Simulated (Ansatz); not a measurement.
InP:
```yaml
crystal:
  lattice:
    - [4.13847, 0.00000, 0.00000]
    - [-2.06923, 3.58402, 0.00000]
    - [0.00000, 0.00000, 9.35034]
  atoms:
    - { symbol: In, position: [0.50057, 0.00000, 0.66667] }
    - { symbol: In, position: [0.00000, 0.50057, 0.33333] }
    - { symbol: In, position: [0.49943, 0.49943, 0.00000] }
    - { symbol: P, position: [0.50030, 0.00000, 0.16667] }
    - { symbol: P, position: [0.00000, 0.50030, 0.83333] }
    - { symbol: P, position: [0.49970, 0.49970, 0.50000] }
```

Relaxed with r²SCAN. Special points in fractions of this cell's reciprocal vectors: Γ (0.000, 0.000, 0.000); M (0.500, 0.000, 0.000); K (0.333, 0.333, 0.000); A (0.000, 0.000, 0.500); L (0.500, 0.000, 0.500); H (0.333, 0.333, 0.500).

Task: List the band energies nearest the valence-band maximum at these points for r²SCAN (plane waves, PAW; program Ansatz).

Result: In eV from the valence-band maximum; about four levels below and three above (degenerate sets whole), none deeper than 8.9 eV; points with the same levels are listed once.

```csv
k,below,above
Γ,-0.52 -0.52 -0.33 0.00,0.42 2.46 2.46
M,-2.06 -1.68 -1.44 -1.28,1.30 1.56 2.35
K,-3.03 -3.03 -2.10 -1.44 -1.44,0.92 2.68 2.68
A,-0.50 -0.43 -0.43 -0.11,2.08 2.08 2.35
L,-1.88 -1.85 -1.69 -1.44,1.40 2.09 2.84
H,-3.24 -3.24 -1.82 -1.09,2.69 2.87 2.87
```

Space group P6_222. The start of the workflow was typed in or built on a structure type; neither database checked (COD, Materials Project) lists it. It is not the phase usual at ambient conditions (space group No. 216). Symmetry was held in the r²SCAN relaxation; whether a distortion lowers the energy is not shown. Point labels and valley counts follow the cell and symmetry of the run, lower than the named group. Spin–orbit coupling is left out wherever it is not named.

Potentials: the later of the program's two PAW sets.
